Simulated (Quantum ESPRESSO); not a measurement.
Simulation results for Ge (made-up cell, one site empty)

Computed with Quantum ESPRESSO 7.5. Calculation on a made-up crystal cell, not a measurement: periodic Kohn-Sham density functional theory in plane waves with PseudoDojo standard norm-conserving scalar-relativistic pseudopotentials, each functional with its own files (v0.5 for PBE, v0.4.1 for LDA and PBEsol), no spin polarisation, no spin-orbit coupling, atoms not relaxed, stress positive in tension, energies less a fixed whole-eV offset for each atom's element; levels are Kohn-Sham levels at fractions of this cell's reciprocal vectors, counted from the reference band (half the neutral cell's valence electrons, rounded up) at Gamma; error bars cover cutoff and k-mesh only, not smearing or the files; added strain carries the atoms with the cell, and shear is the tensor component; each bar is the largest change over components, and at least 0.002 eV, 0.002 eV per angstrom or 0.02 GPa; energies are for the whole cell, and the offsets were chosen from early runs and are not element reference energies.

Settings shared by all entries: lattice type zincblende/diamond; empty site 2; functional pbe; cutoff 1061 eV; fermi dirac smearing 0.1 eV; scf tolerance 1e-07 eV; electrons removed 0; k mesh 6 x 6 x 6, shifted by half a step.

(1) Ge (made-up cell, one site empty)

```
cell vectors (Å)
   5.6734     0.0409    -0.0494
   0.0409     5.6680    -0.0612
  -0.0494    -0.0612     5.6736
atoms (fractions of the cell vectors)
Ge  0.00419  0.01148 -0.01093
Ge  0.50217  0.00506  0.50832
Ge  0.52067  0.49789  0.01840
Ge  0.25027  0.25369  0.24591
Ge  0.24861  0.76085  0.75233
Ge  0.74160  0.23851  0.75145
Ge  0.75115  0.76320  0.25869
```

- free energy less offsets: -1.393 eV
- smearing term minus ts: -0.07576 eV
- scf iterations: 11
- pressure: 1.869 GPa
- stress xx: -1.815 GPa
- stress yy: -2.283 GPa
- stress zz: -1.509 GPa
- stress yz: -2.556 GPa
- stress xz: -0.6744 GPa
- stress xy: -0.1161 GPa
- fermi level: -0.1833 eV
- reference band: 49
- error bar energy: 0.004634 eV
- error bar stress: 0.02 GPa
- error bar force: 0.004405 eV/Å
- error bar next band up: 0.002 eV
- error bar fermi level: 0.008529 eV
- error bars from: tighter rerun of a related cell

Atoms:
```csv
atoms element,atom site,atom energy offset (eV)
Ge,1,-2430
Ge,3,-2430
Ge,4,-2430
Ge,5,-2430
Ge,6,-2430
Ge,7,-2430
Ge,8,-2430
```

Forces:
```csv
site,x (eV/Å),y (eV/Å),z (eV/Å)
1,-0.4393,-0.444,0.7963
3,-1.027,-0.3407,-0.546
4,-0.8994,0.1868,-0.6534
5,0.01468,0.5756,0.6341
6,0.4693,-1.191,-0.3483
7,0.6554,1.292,0.07564
8,1.227,-0.07926,0.04163
```

Levels:
```csv
level k point,next band up (eV)
Gamma,0.6545
"(1/2,1/2,1/2)",0.08292
"(0.15,0,0)",0.6377
"(0,0.15,0)",0.5931
"(0,0,0.15)",0.6024
```

(2) Ge (made-up cell, one site empty)

```
cell vectors (Å)
   5.6734     0.0409    -0.0494
   0.0409     5.6680    -0.0612
  -0.0494    -0.0612     5.6736
atoms (fractions of the cell vectors)
Ge  0.00419  0.01148 -0.01093
Ge  0.50217  0.00506  0.50832
Ge  0.52067  0.49789  0.01840
Ge  0.25027  0.25369  0.24591
Ge  0.24861  0.76085  0.75233
Ge  0.74364  0.23849  0.75147
Ge  0.75115  0.76320  0.25869
```

- free energy less offsets: -1.4 eV
- smearing term minus ts: -0.07575 eV
- scf iterations: 11
- pressure: 1.837 GPa
- stress xx: -1.771 GPa
- stress yy: -2.259 GPa
- stress zz: -1.481 GPa
- stress yz: -2.449 GPa
- stress xz: -0.7047 GPa
- stress xy: -0.05285 GPa
- fermi level: -0.195 eV
- reference band: 49
- error bar energy: 0.004634 eV
- error bar stress: 0.02 GPa
- error bar force: 0.004405 eV/Å
- error bar next band up: 0.002 eV
- error bar fermi level: 0.008529 eV
- error bars from: tighter rerun of a related cell

Atoms:
```csv
atoms element,atom site,atom energy offset (eV)
Ge,1,-2430
Ge,3,-2430
Ge,4,-2430
Ge,5,-2430
Ge,6,-2430
Ge,7,-2430
Ge,8,-2430
```

Forces:
```csv
site,x (eV/Å),y (eV/Å),z (eV/Å)
1,-0.3992,-0.4815,0.8354
3,-0.9844,-0.3017,-0.5017
4,-0.8728,0.1623,-0.6761
5,0.0205,0.5706,0.6354
6,0.4752,-1.191,-0.3436
7,0.5454,1.317,0.01288
8,1.215,-0.07509,0.03767
```

Levels:
```csv
level k point,next band up (eV)
Gamma,0.6479
"(1/2,1/2,1/2)",0.06944
"(0.15,0,0)",0.6319
"(0,0.15,0)",0.5825
"(0,0,0.15)",0.5892
```

(3) Ge (made-up cell, one site empty)

```
cell vectors (Å)
   5.6734     0.0409    -0.0494
   0.0409     5.6680    -0.0612
  -0.0494    -0.0612     5.6736
atoms (fractions of the cell vectors)
Ge  0.00419  0.01148 -0.01093
Ge  0.50217  0.00506  0.50832
Ge  0.52067  0.49789  0.01840
Ge  0.25027  0.25369  0.24591
Ge  0.24861  0.76085  0.75233
Ge  0.75723  0.23840  0.75159
Ge  0.75115  0.76320  0.25869
```

- free energy less offsets: -1.414 eV
- smearing term minus ts: -0.07555 eV
- scf iterations: 11
- pressure: 1.681 GPa
- stress xx: -1.475 GPa
- stress yy: -2.181 GPa
- stress zz: -1.388 GPa
- stress yz: -1.752 GPa
- stress xz: -0.9391 GPa
- stress xy: 0.3841 GPa
- fermi level: -0.272 eV
- reference band: 49
- error bar energy: 0.004634 eV
- error bar stress: 0.02 GPa
- error bar force: 0.004405 eV/Å
- error bar next band up: 0.002 eV
- error bar fermi level: 0.008529 eV
- error bars from: tighter rerun of a related cell

Atoms:
```csv
atoms element,atom site,atom energy offset (eV)
Ge,1,-2430
Ge,3,-2430
Ge,4,-2430
Ge,5,-2430
Ge,6,-2430
Ge,7,-2430
Ge,8,-2430
```

Forces:
```csv
site,x (eV/Å),y (eV/Å),z (eV/Å)
1,-0.122,-0.7576,1.124
3,-0.7078,-0.06558,-0.2338
4,-0.6979,0.0121,-0.8143
5,0.05937,0.5366,0.6436
6,0.5152,-1.195,-0.3115
7,-0.1877,1.517,-0.42
8,1.141,-0.04729,0.0116
```

Levels:
```csv
level k point,next band up (eV)
Gamma,0.5734
"(1/2,1/2,1/2)",-0.01363
"(0.15,0,0)",0.587
"(0,0.15,0)",0.5023
"(0,0,0.15)",0.4978
```

(4) Ge (made-up cell, one site empty)

```
cell vectors (Å)
   5.6734     0.0409    -0.0494
   0.0409     5.6680    -0.0612
  -0.0494    -0.0612     5.6736
atoms (fractions of the cell vectors)
Ge  0.00419  0.01148 -0.01093
Ge  0.50217  0.00506  0.50832
Ge  0.52067  0.49789  0.01840
Ge  0.25027  0.25369  0.24591
Ge  0.24861  0.76085  0.75233
Ge  0.76397  0.23835  0.75164
Ge  0.75115  0.76320  0.25869
```

- free energy less offsets: -1.4 eV
- smearing term minus ts: -0.07543 eV
- scf iterations: 11
- pressure: 1.641 GPa
- stress xx: -1.325 GPa
- stress yy: -2.195 GPa
- stress zz: -1.401 GPa
- stress yz: -1.411 GPa
- stress xz: -1.076 GPa
- stress xy: 0.61 GPa
- fermi level: -0.3094 eV
- reference band: 49
- error bar energy: 0.004634 eV
- error bar stress: 0.02 GPa
- error bar force: 0.004405 eV/Å
- error bar next band up: 0.002 eV
- error bar fermi level: 0.008529 eV
- error bars from: tighter rerun of a related cell

Atoms:
```csv
atoms element,atom site,atom energy offset (eV)
Ge,1,-2430
Ge,3,-2430
Ge,4,-2430
Ge,5,-2430
Ge,6,-2430
Ge,7,-2430
Ge,8,-2430
```

Forces:
```csv
site,x (eV/Å),y (eV/Å),z (eV/Å)
1,0.02174,-0.9127,1.287
3,-0.5776,0.03716,-0.1173
4,-0.6138,-0.05424,-0.8748
5,0.07867,0.5194,0.6475
6,0.535,-1.197,-0.2955
7,-0.5494,1.641,-0.6462
8,1.105,-0.03358,-0.001063
```

Levels:
```csv
level k point,next band up (eV)
Gamma,0.518
"(1/2,1/2,1/2)",-0.04706
"(0.15,0,0)",0.5591
"(0,0.15,0)",0.4591
"(0,0,0.15)",0.4514
```
